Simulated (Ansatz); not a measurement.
TaAg:
Space group Cmcm (No. 63); a = 2.6857 Å, b = 11.4901 Å, c = 4.5289 Å, α = 90.00°, β = 90.00°, γ = 90.00°

```csv
atom,site,symmetry,x,y,z
Ta,4c,m2m,0.0000,0.3180,0.2500
Ag,4c,m2m,0.0000,0.0636,0.2500
```
(The calculation used a cell of 4 atoms; values per cell refer to that cell.)

This is the r²SCAN-relaxed structure.

### Question
All from r²SCAN (plane waves, PAW; program Ansatz), unless another level is named. Estimate the formation energy from the elements (no fitted shifts).

### Answer
0.34 eV/atom.

### Question
What about the density of states at the Fermi level?

### Answer
0.50 states/eV per atom (mean over ±0.08 eV).

The start of the workflow was typed in or built on a structure type; neither database checked (COD, Materials Project) lists it. Whether it is the stable phase at ambient conditions was not checked. The cell was relaxed with r²SCAN under the symmetry of its start; whether a distortion lowers the energy is not shown. No spin polarisation was allowed. Its formation energy is positive at this level, so the cell may be metastable or incomplete. Axis ratios of metals converge slowly with the k-mesh, so a and c are less sure than the volume. The references are the lowest solids computed at this level, not always the standard phases. Scalar-relativistic: spin–orbit coupling is off unless named, which matters more the heavier the elements.

Potentials: the earlier of the program's two PAW sets.
